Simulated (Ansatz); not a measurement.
Relaxed-ion elastic tensor of BaHfO3 (cubic perovskite, Pm-3m) in GPa (Voigt order), the program Ansatz at the PBE level (PAW); density 8.12 g/cm³, 14.88 Å³ per atom.

```
 307  78.7  78.7   0.0   0.0   0.0
78.7   307  78.7   0.0   0.0   0.0
78.7  78.7   307   0.0   0.0   0.0
 0.0   0.0   0.0  89.5   0.0   0.0
 0.0   0.0   0.0   0.0  89.5   0.0
 0.0   0.0   0.0   0.0   0.0  89.5
```

Is the crystal mechanically stable?

Yes: the smallest eigenvalue of C is 89.5 GPa.

Work out the Voigt, Reuss and Hill averages.

K_V = 155, K_R = 155, K_H = 155; G_V = 99.5, G_R = 98.0, G_H = 98.7 GPa.

Give Young's modulus, Poisson's ratio, Pugh's ratio and the universal anisotropy index.

E = 9KG/(3K + G) = 244 GPa; ν = 0.24; K/G = 1.57 (brittle by the Pugh limit of 1.75); A_U = 5G_V/G_R + K_V/K_R − 6 = 0.07.

Estimate the sound speeds and the Debye temperature.

v_l = √((K + 4G/3)/ρ) = 5940 m/s, v_t = √(G/ρ) = 3490 m/s, mean 3870 m/s; Θ = (h/k)(3n/4πV)^(1/3) v_m = 468 K.

Give the Zener ratio and Young's modulus along [100], [110] and [111].

A = 2C44/(C11 − C12) = 0.78; 1/E = S11 − 2(S11 − S12 − S44/2)Γ with Γ = 0, 1/4, 1/3 gives 275, 236, 225 GPa.

The PBE relaxation kept the symmetry of its start; phonons on a q-mesh show no instability. The run is not spin-polarised. Scalar-relativistic: spin–orbit coupling is off unless named, which matters more the heavier the elements.

Potentials: the later of the program's two PAW sets.
